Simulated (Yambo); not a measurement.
Yambo run on RbHS (space group P2_1/m, No. 11). The wavefunctions are norm-conserving PBEsol (Quantum ESPRESSO, 72 Ry, without SOC) ones on a 4×2×2 mesh (16 occupied bands); a = 4.585 Å, b = 5.145 Å, c = 6.900 Å, α = γ = 90.00°, β = 101.59°.

Yambo input:

```
rim_cut
HF_and_locXC
RandQpts= 1000000
RandGvec= 1 Ry
EXXRLvcs= 72 Ry
VXCRLvcs= 288 Ry
% QPkrange
 1 | 1 | 16 | 17 |
 4 | 4 | 16 | 17 |
 10 | 10 | 16 | 17 |
 11 | 11 | 16 | 17 |
%
```

k points by index: 1 = Γ, 4 = (0, -0.5, -0.5), 10 = (-0.5, 0, -0.5), 11 = (-0.5, -0.5, 0).

The o-*.hf file then holds:

```
#    K-point    Band    Eo [eV]    Ehf [eV]    Vxc [eV]    Vnlxc [eV]
#
    1    16    0.000000    -3.605712    -12.29203    -15.89775
    1    17    2.996616    6.839540    -7.234217    -3.391293
    4    16    -0.367750    -3.972846    -11.79320    -15.39830
    4    17    4.707169    8.935062    -8.175159    -3.947267
    10    16    -0.342865    -3.996464    -11.81460    -15.46820
    10    17    4.510722    8.573002    -8.153666    -4.091387
    11    16    -0.289161    -3.924856    -11.99095    -15.62664
    11    17    3.842356    7.778817    -7.425015    -3.488554
```
Exchange alone, without screening.

Geometry of the Materials Project entry, not relaxed at this level.

The structure is a Materials Project entry; no match was found in the copy of COD used, and its stability was not checked.
